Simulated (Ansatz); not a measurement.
Ga$_{2}$O$_{3}$:
Space group P-3m1 (No. 164); a = b = 2.9932 Å, c = 6.9718 Å, α = β = 90.00°, γ = 120.00°

| atom | site | symmetry | x | y | z |
|---|---|---|---|---|---|
| Ga | 2d | 3m. | 0.3333 | 0.6667 | 0.2001 |
| O | 1a | -3m. | 0.0000 | 0.0000 | 0.0000 |
| O | 2d | 3m. | 0.6667 | 0.3333 | 0.3050 |

Relaxed with PBEsol.

### Question
Decompose the optical modes at the zone centre into irreducible representations, and say which are infrared and Raman allowed.

### Answer
Point group -3m: Γ_opt = 2A1g + 2A2u + 2Eg + 2Eu. Infrared: A2u, Eu. Raman: A1g, Eg.

### Question
Assign frequencies (DFPT, DFT-PBEsol in the program Ansatz with PAW potentials; without the LO–TO term).

### Answer
Eu 84i, Eg 72, A1g 205, A2u 397, A1g 533, A2u 533, Eu 539, Eg 542 cm⁻¹.

A made-up cell: these elements were put on the sites of a structure type; neither database checked (COD, Materials Project) lists it. It is not the phase usual at ambient conditions (space group No. 12, 167). The PBEsol relaxation kept the symmetry of its start. At this level the phase is dynamically unstable (imaginary phonons).

Potentials: the later of the program's two PAW sets.
